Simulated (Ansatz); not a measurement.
Ansatz 0.2.0, relaxation: Al$_{2}$IrAu$_{4}$

Run with:

```bash
ansatz run input.yaml --threads 2 --pin off --max-ram 3584MiB --backend cpu --events-out ev --progress --plain --runs-dir out
```

Input:

```yaml
crystal:
  lattice:
    - [0.0, 5.202828, 0.0]
    - [5.202828, 0.0, 0.0]
    - [2.601414, 2.601414, -5.247023]
  atoms:
    - { symbol: Al, position: [0.75, 0.25, 0.5] }
    - { symbol: Au, position: [0.375, 0.375, 0.75] }
    - { symbol: Au, position: [0.625, 0.125, 0.25] }
    - { symbol: Au, position: [0.875, 0.875, 0.75] }
    - { symbol: Au, position: [0.125, 0.625, 0.25] }
    - { symbol: Ir, position: [0.0, 0.0, 0.0] }
    - { symbol: Al, position: [0.5, 0.5, 0.0] }
  symmetry: { tolerance: 0.0003 }
kpoints:
  mp_grid: { grid: [5, 5, 5], shift: [0, 0, 0] }
magnetization:
  spin_polarized: false
scf:
  occupations: { method: fermi_dirac }
  lower_state_search: "off"
hamiltonian:
  pseudopotentials: { kind: paw }
  xc: lda
basis:
  ecutwfc: 420
  fft_grid_basis: typed
relax:
  max_steps: 40
  f_tol: 0.03
output:
  forces: true
  stress: true
  eigenvalues: true
  bader: true
  populations: true
  elf: true
  write_potential: true
  volumetric_format: npy
  dos:
    e_range: [-12, 8]
    de: 0.05
    projected: { site_lists: { Al: [Al], Au: [Au], Ir: [Ir] } }
checkpoint:
  read: saved_state
```

Origin of the cell: a known structure type with other elements, at an estimated volume, so it need not be a known compound.

The smearing width isn't typed, so it takes its default of 0.1 eV.

The saved state is a converged single point of the same cell.

Steps:

```tsv
step	ΔF (meV/atom)	max force component (eV/Å)	SCF iterations	step was
1	0.0	3.502	6	accepted
2	-405.6	1.701	6	accepted
3	-665.3	1.142	6	accepted
4	-777.2	0.210	6	accepted
5	-778.6	0.047	6	accepted
6	-778.6	0.001	6	accepted
```

Step 1, with forces in eV/Å:

```xyz
7
Lattice="0.000 5.203 0.000 5.203 0.000 0.000 2.601 2.601 -5.247" Properties=species:S:1:pos:R:3:forces:R:3 pbc="T T T" step=1
Al    2.601    5.203   -2.624    0.000    0.000    0.000
Au    3.902    3.902   -3.935    3.502    0.599    3.462
Au    1.301    3.902   -1.312    0.599   -3.502   -3.462
Au    6.504    6.504   -3.935   -3.502   -0.599    3.462
Au    3.902    1.301   -1.312   -0.599    3.502   -3.462
Ir    0.000    0.000    0.000    0.000    0.000    0.000
Al    2.601    2.601    0.000    0.000    0.000    0.000
```

Step 2, with forces in eV/Å:

```xyz
7
Lattice="0.000 5.203 0.000 5.203 0.000 0.000 2.601 2.601 -5.247" Properties=species:S:1:pos:R:3:forces:R:3 pbc="T T T" step=2
Al    2.601    5.203   -2.624    0.000    0.000    0.000
Au    4.043    3.880   -3.797    1.701   -1.371    1.699
Au    1.278    3.761   -1.450   -1.371   -1.701   -1.699
Au    6.363    6.526   -3.797   -1.701    1.371    1.699
Au    3.925    1.442   -1.450    1.371    1.701   -1.699
Ir    0.000    0.000    0.000    0.000    0.000    0.000
Al    2.601    2.601    0.000    0.000    0.000    0.000
```

Step 3, with forces in eV/Å:

```xyz
7
Lattice="0.000 5.203 0.000 5.203 0.000 0.000 2.601 2.601 -5.247" Properties=species:S:1:pos:R:3:forces:R:3 pbc="T T T" step=3
Al    2.601    5.203   -2.624    0.000    0.000    0.000
Au    4.149    3.755   -3.690    1.113   -0.981    1.142
Au    1.153    3.655   -1.557   -0.981   -1.113   -1.142
Au    6.257    6.651   -3.690   -1.113    0.981    1.142
Au    4.049    1.547   -1.557    0.981    1.113   -1.142
Ir    0.000    0.000    0.000    0.000    0.000    0.000
Al    2.601    2.601    0.000    0.000    0.000    0.000
```

Step 4, with forces in eV/Å:

```xyz
7
Lattice="0.000 5.203 0.000 5.203 0.000 0.000 2.601 2.601 -5.247" Properties=species:S:1:pos:R:3:forces:R:3 pbc="T T T" step=4
Al    2.601    5.203   -2.624    0.000    0.000    0.000
Au    4.253    3.632   -3.580   -0.174    0.014   -0.210
Au    1.031    3.551   -1.667    0.014    0.174    0.210
Au    6.153    6.773   -3.580    0.174   -0.014   -0.210
Au    4.172    1.652   -1.667   -0.014   -0.174    0.210
Ir    0.000    0.000    0.000    0.000    0.000    0.000
Al    2.601    2.601    0.000    0.000    0.000    0.000
```

Step 5, with forces in eV/Å:

```xyz
7
Lattice="0.000 5.203 0.000 5.203 0.000 0.000 2.601 2.601 -5.247" Properties=species:S:1:pos:R:3:forces:R:3 pbc="T T T" step=5
Al    2.601    5.203   -2.624    0.000    0.000    0.000
Au    4.237    3.627   -3.596    0.047   -0.026    0.044
Au    1.025    3.567   -1.651   -0.026   -0.047   -0.044
Au    6.169    6.779   -3.596   -0.047    0.026    0.044
Au    4.177    1.635   -1.651    0.026    0.047   -0.044
Ir    0.000    0.000    0.000    0.000    0.000    0.000
Al    2.601    2.601    0.000    0.000    0.000    0.000
```

Step 6, with forces in eV/Å:

```xyz
7
Lattice="0.000 5.203 0.000 5.203 0.000 0.000 2.601 2.601 -5.247" Properties=species:S:1:pos:R:3:forces:R:3 pbc="T T T" step=6
Al    2.601    5.203   -2.624    0.000    0.000    0.000
Au    4.240    3.626   -3.593    0.000   -0.001    0.001
Au    1.024    3.564   -1.654   -0.001    0.000   -0.001
Au    6.166    6.780   -3.593    0.000    0.001    0.001
Au    4.179    1.638   -1.654    0.001    0.000   -0.001
Ir    0.000    0.000    0.000    0.000    0.000    0.000
Al    2.601    2.601    0.000    0.000    0.000    0.000
```

```
Free energy lowered by  : 778.6 meV/atom
Final pressure          : -3.07 GPa
Relaxation steps listed : 6
```

Caveats: no moments, though an odd count or open d shells may carry them; no spin-orbit coupling, though heavy elements are present; the SCF threshold is looser than advised for a stress; the relaxation held the start's symmetry, so the end may be a saddle point.

It ran for 100 s on 2 threads of Arm Neoverse V1 (shared host), peak memory 0.48 GiB, from a saved density.
